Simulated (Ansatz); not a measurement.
# What DFT gives for WC

```
CELL_PARAMETERS angstrom
2.89584 0.00000 2.82798
-1.44792 2.50787 0.00000
2.89584 0.00000 -2.82798
ATOMIC_POSITIONS crystal
W 0.00000 0.00000 0.00000
W 0.50000 0.00000 0.50000
C 0.08334 0.33334 0.58334
C 0.58334 0.33334 0.08334
```

Level: PBEsol, with U_eff = 1.28 eV on W d (all-electron-ortho-atomic projectors), collinear spin; 420 eV; 7×7×7 Γ-centred mesh; fermi-dirac occupations (width 0.1298 eV); Ansatz 0.2.0, fixed geometry.

The state carries no moments; the state need not be the lowest.

Question: Metal or insulator?

Answer: It is a metal, with about 0.44 states/eV a cell as the mean within 0.25 eV of the Fermi level, mostly W d (75 %) and C p (20 %).

Question: Describe some of the short contacts.

Answer: W–C at 2.19 Å: least valence density 0.66 e/Å³ and ELF 0.38 there. These are pseudo-fields; inside the PAW spheres they differ from the all-electron ones.

Question: Are the atoms at rest?

Answer: Nearly at rest: the largest force is 0.003 eV/Å.

Question: How is the charge shared?

Answer: Bader charges in e: W +1.39, C -1.39. In the mean W gives up most and C takes most.

Question: What does the stress say?

Answer: The pressure is 0.9 GPa (compression positive), so with the atoms held at these fractions the cell would first expand. The principal stresses 0.2, 1.2, 1.4 GPa differ, so its shape would change too.

Origin: a database entry at a rescaled volume. Caveats: the input typed no starting moments; the k mesh is coarse if the cell is a metal.
